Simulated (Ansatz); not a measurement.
# Be2ZnSe3 under compression: one row to predict

The cell was found from a structure generator's guess, not taken from experiment.

Theory: DFT PBE, scalar-relativistic, plane waves, PAW (Ansatz 0.2.0). Settings of the last relaxation (6-atom cell): 420 eV, 12×12×4 k points, Gaussian smearing of 0.02 eV, no spin polarisation.

```
CELL_PARAMETERS angstrom
3.78997 0.00000 0.00000
-1.89498 3.28221 0.00000
0.00000 0.00000 9.34066
ATOMIC_POSITIONS crystal
Be 0.00000 0.00000 0.00844
Be 0.66667 0.33333 0.32424
Zn 0.33333 0.66667 0.66311
Se 0.00000 0.00000 0.77004
Se 0.33333 0.66667 0.39983
Se 0.66667 0.33333 0.08433
```

The cell was set to several volumes, with shape and atoms relaxed at each where symmetry leaves them free. Pressure is positive in compression, and energies count from the lowest row.

```tsv
row	V (Å³/atom)	P (GPa)	ΔE (meV/atom)	gap on mesh (eV)
1	17.042	11.15	72.6	1.89
2	17.623	?	?	?
3	18.204	4.72	16.3	2.15
4	18.784	2.18	3.8	2.26
5	19.365	0.00	0.0	2.37
6	19.946	-1.88	3.5	2.40
7	20.527	-3.49	13.3	2.28
8	21.302	-5.29	34.7	2.12
```

Problem. Find B = −V·ΔP/ΔV from rows 4 and 6 and from rows 1 and 3, and from the two its slope B′ and its value B0 at zero pressure.

Solution. Rows 4 and 6 give −(18.784 + 19.946)/2 × (-1.88 − (2.18))/(19.946 − 18.784) = 67.7 GPa at a mean pressure of 0.15 GPa. Rows 1 and 3 give −(17.042 + 18.204)/2 × (4.72 − (11.15))/(18.204 − 17.042) = 97.5 GPa at a mean pressure of 7.94 GPa. So B′ = (97.5 − 67.7)/(7.94 − (0.15)) = 3.83 and B0 = 67.7 − 3.83 × (0.15) = 67.1 GPa. A third-order Birch–Murnaghan fit to all the energies gives B0 = 67.4 GPa and B′ = 4.0.

Problem. Estimate the pressure and energy of row 2.

Solution. From row 5, V0 = 19.365 × (1 + (0.00)/67.1) = 19.365 Å³/atom. Murnaghan's form P = (B0/B′)·[(V0/V)^B′ − 1] gives (67.1/3.83) × [(19.365/17.623)^3.83 − 1] = 7.62 GPa; the computed pressure is 7.69 GPa, so the estimate is off by -0.07 GPa. The work of compression from row 3, with the mean of the two pressures, gives ΔE = 16.3 + (7.62 + 4.72)/2 × (18.204 − 17.623)/160.2 × 1000 = 38.7 meV/atom (1 eV/Å³ = 160.2 GPa); the computed value is 38.6 meV/atom.

Problem. Fit the gap against pressure through the other rows and estimate it at the computed pressure of row 2.

Solution. Over the 7 rows the mean pressure is 1.0557 GPa and the mean gap is 2.210 eV. The sums of products of deviations are S_xx = 187.3 and S_xy = -3.868, so the slope is -3.868/187.3 = -0.02065 (r = -0.66, rms misfit 0.12 eV). At 7.69 GPa the line gives 2.210 + (-0.02065) × (7.69 − 1.0557) = 2.07 eV. The computed value is 2.02 eV, so the line is off by +0.05 eV, less than the largest miss among the fitted rows (0.22 eV). The rows follow a line poorly: the gap bends, or the lowest transition changes along the series.

Kohn–Sham gaps at this level usually fall short of measured ones. All volumes keep the k mesh of the relaxed cell. A later test with randomly moved atoms came back to the same energy, though modes that don't fit the test's cell weren't probed.
